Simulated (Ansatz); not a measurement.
Sr2ZnI6Cl: settings compared (Ansatz)

Run with:

```bash
ansatz run input.yaml --threads 1 --pin off --max-ram 2560MiB --backend cpu --events-out ev --progress --plain --runs-dir out
```

Input:

```yaml
crystal:
  lattice:
    - [0.0, 5.525556, 5.525556]
    - [5.525556, 0.0, 5.525556]
    - [5.525556, 5.525556, 0.0]
  atoms:
    - { symbol: Zn, position: [0.5, 0.5, 0.5] }
    - { symbol: Cl, position: [0.0, 0.0, 0.0] }
    - { symbol: I, position: [0.725, 0.275, 0.275] }
    - { symbol: I, position: [0.275, 0.725, 0.275] }
    - { symbol: I, position: [0.275, 0.725, 0.725] }
    - { symbol: I, position: [0.725, 0.275, 0.725] }
    - { symbol: I, position: [0.275, 0.275, 0.725] }
    - { symbol: I, position: [0.725, 0.725, 0.275] }
    - { symbol: Sr, position: [0.25, 0.25, 0.25] }
    - { symbol: Sr, position: [0.75, 0.75, 0.75] }
  symmetry: { tolerance: 0.0003 }
kpoints:
  mp_grid: { grid: [3, 3, 3], shift: [0, 0, 0] }
magnetization:
  spin_polarized: false
scf:
  occupations: { method: fermi_dirac, width: 0.0292 }
hamiltonian:
  pseudopotentials: { kind: paw }
  xc: r2scan
basis:
  ecutwfc: 500
output:
  forces: true
  stress: true
  eigenvalues: true
  write_density: true
  write_potential: true
  elf: true
  volumetric_format: npy
```

Origin of the cell: a known structure type with other elements, at an estimated volume, so it need not be a known compound.

Output of this run (shortened):

```
Pseudopotentials: kind: paw
Pseudopotential: Zn, paw, valence charge 12, recommended cutoff 500 eV (meta_gga), Zn.paw.azcp
Pseudopotential: Cl, paw, valence charge 7, recommended cutoff 500 eV (meta_gga), Cl.paw.azcp
Pseudopotential: I, paw, valence charge 17, recommended cutoff 500 eV (meta_gga), I.paw.azcp
Pseudopotential: Sr, paw, valence charge 10, recommended cutoff 500 eV (meta_gga), Sr.paw.azcp
Functional definition: r2SCAN
  exchange = r2scan_x(k0 = k0, k1 = k1, a1 = a1)
  correlation = r2scan_c
Crystal: 10 atoms, lattice volume = 337.410 Å³
Basis set: ecut = 500 eV, 8609 PW (Γ), exchange–correlation on 240×240×240 points (64 copies of the dense FFT grid, shifted against one another)
Bands: 85, of which v1, the nominal top of the filled ones, is band 71 counted from 1 (70 counted from 0)
[… 15 lines left out …]
Initial density: superposition of atomic densities (neutral atoms: chi_scale 0, normalization atom), corrected by the library's trained network
Functional: x = r2scan, c = r2scan; τ floored in thin density (d = 2e-4 eV/Å³)
SCF iter   1: F=—  HF=-56694.733909 eV  Δρ=6.53e-3  dr2=1.54e-1  dr2_τ=1.87e-2
SCF iter   2: F=—  HF=-56694.827017 eV  Δρ=3.43e-3  dr2=5.16e-2  dr2_τ=2.35e-3  defer=36
SCF iter   3: F=—  HF=-56694.828440 eV  Δρ=4.07e-3  dr2=4.64e-2  dr2_τ=3.16e-4  defer=36
SCF iter   4: F=—  HF=-56694.821830 eV  Δρ=2.86e-3  dr2=3.01e-2  dr2_τ=1.22e-4  defer=36
SCF iter   5: F=—  HF=-56694.820206 eV  Δρ=2.67e-3  dr2=1.84e-2  dr2_τ=1.13e-4  defer=36
[… 3 lines left out …]
SCF iter   9: F=—  HF=-56694.813247 eV  Δρ=2.50e-4  dr2=4.73e-4  dr2_τ=7.56e-7  defer=36
SCF iter  10: F=—  HF=-56694.813170 eV  Δρ=1.82e-4  dr2=2.09e-4  dr2_τ=6.08e-7  defer=36
SCF iter  11: F=—  HF=-56694.813128 eV  Δρ=5.11e-5  dr2=1.40e-5  dr2_τ=1.04e-7  defer=36
SCF iter  12: F=—  HF=-56694.813319 eV  Δρ=1.18e-5  dr2=5.96e-7  dr2_τ=1.26e-8  defer=36
SCF iter  13: F=-56694.813319 eV  HF=-56694.813319 eV  Δρ=5.93e-6  dr2=7.66e-8  dr2_τ=1.38e-9
SCF 1 converged in 13 iterations: F = -56694.813319 eV  dr2 = 7.66e-8
SCF converged after 13 iterations
Free energy (F): -56694.813319 eV
Harris-Foulkes:  -56694.813319 eV  (|F-HF|=5.67e-8)
Internal energy: -56694.771428 eV  (E = F + TS)
E sigma→0 (E₀):  -56694.792374 eV
Entropy (-TS):   -0.041890 eV (-4.189 meV/atom)
Fermi energy:    7.826677 eV
--- Per-component energies (eV) ---
  E_band       = -2476.883441
  E_kinetic    = 1925.150023
  E_local      = -17020.931794  (includes V_loc(G=0)·N_el)
  E_nonlocal   = 502.575457
  E_hartree    = 8237.081850
  E_xc         = -1287.325031
  E_vxc        = -1390.516913  (∫ρ·V_xc dr)
  E_paw        = -36975.262192  (= ΣΔE_a)
  E_vpaw       = -3045.210388  (= ΣTr[D̂ρ^β])
  E_aug_tail   = -0.000204  (compensation charges beyond the density's cutoff)
  E_vtau       = 77.916080  (kinetic-family band-sum trace: ∫τ·v_τ [+ j·A + Jᵃ·Aᵃ] dr)
  E_ewald      = -12075.886759
  E_core_change = -0.172781  (= ΣΔE_core)
  E_smearing   = -0.041890  (= −TS)
  Σ components = -56694.813319   (vs F -56694.813319, Δ=0.00e0)
--- Forces (eV/Å), atoms counted from 1 ---
  atom   1  Zn     0.000000    -0.000000     0.000000
[… 4 lines left out …]
  atom   6  I     -0.000000     2.775593    -0.000000
  atom   7  I     -0.000000    -0.000000    -2.775593
  atom   8  I      0.000000     0.000000     2.775593
  atom   9  Sr    -0.000000    -0.000000     0.000000
  atom  10  Sr     0.000000     0.000000     0.000000
  max |Σ_I F_I| component: 1.78e-15 eV/Å
--- Stress (GPa, compression-positive) ---
        7.165961       0.000000      -0.000000
        0.000000       7.165961       0.000000
        0.000000       0.000000       7.165961
  P = ⅓ Tr σ = 7.1660 GPa (71.660 kbar)
```

The same input was run again with these changes:

1. `kpoints.mp_grid.shift` [0, 0, 0] → [0.5, 0.5, 0.5]; `hamiltonian.pseudopotentials` { kind: paw } → { kind: nc }; `kpoints.mp_grid.grid` [3, 3, 3] → [2, 2, 2]
2. `scf.initial_density.chi_scale` default → 0.0; `scf.n_extra_bands` default → 4; `scf.mixing.algorithm` default → broyden; `scf.mixing.beta` default → 0.7; `scf.mixing.ndim` default → 16
3. `kpoints.mp_grid.grid` [3, 3, 3] → [2, 2, 2]
4. `hamiltonian.pseudopotentials` { kind: paw } → { kind: nc, accuracy: standard }; `hamiltonian.xc` r2scan → pbesol; `total_charge` default → -1

```csv
run,end,SCF iterations,P (GPa),max force component (eV/Å),moment (μB),ΔE(σ→0) (meV/atom)
base,converged,13,7.17,2.776,–,0
1,converged,14,5.91,2.264,–,–
2,converged,13,7.17,2.776,–,0.00
3,converged,13,7.30,2.773,–,-1.23
4,converged,9,–,2.491,–,–
```

Energies are compared only where functional, datasets, charge and starting cell are the same.

Not properties of the system: run 1 (too coarse or loose: `kpoints.mp_grid.grid` = [2, 2, 2]), run 3 (too coarse or loose: `kpoints.mp_grid.grid` = [2, 2, 2]).

Caveats of the base run: no moments, though an odd count or open d shells may carry them; no spin-orbit coupling, though heavy elements are present; the k mesh is coarse if the cell is a metal.

Run 1: the cutoff lies below the datasets' advice; the k mesh keeps only part of the crystal's symmetry.
Run 4: charged cell with a uniform background, whose pressure depends on convention; the cutoff lies below the datasets' advice.

Time of the base run: 22 s on 1 thread of Intel(R) Xeon(R) 6975P-C (Granite Rapids) (shared host), peak memory 1.6 GiB, from the program's own first density.
